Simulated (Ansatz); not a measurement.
Ta3Ge in space group I-4 (No. 82; Ta on 8g, Ta on 8g, Ta on 8g, Ge on 8g), DFT-r²SCAN in the program Ansatz with PAW potentials, all energies at zero smearing, with the estimated change up to a 700 eV cutoff added, with one set of potentials and settings (totals compare only within such a set). Cell of 16 atoms (12 Ta, 4 Ge): -136548.448 eV.

```tsv
element	reference phase	E (eV/atom)
Ta	Im-3m, 1 atoms in the cell	-9944.3222
Ge	Fd-3m, 2 atoms in the cell	-4302.9041
```

Formation energy per atom, worked out: (-136548.448 − 12×(-9944.3222) − 4×(-4302.9041))/16 = -0.310 eV/atom (-30 kJ per mol of atoms), at 0 K, without zero-point energy or fitted corrections.

The workflow started from a Materials Project entry (that database holds measured and hypothetical structures alike); the Crystallography Open Database copy checked does not list it. Its standing as an ambient phase is unchecked. The r²SCAN relaxation kept the symmetry of its start; its stability against distortions is not shown here. The run is not spin-polarised. The references are the lowest solids computed at this level, not always the standard phases. Scalar-relativistic: spin–orbit coupling is off unless named, which matters more the heavier the elements.

Potentials: the later of the program's two PAW sets.
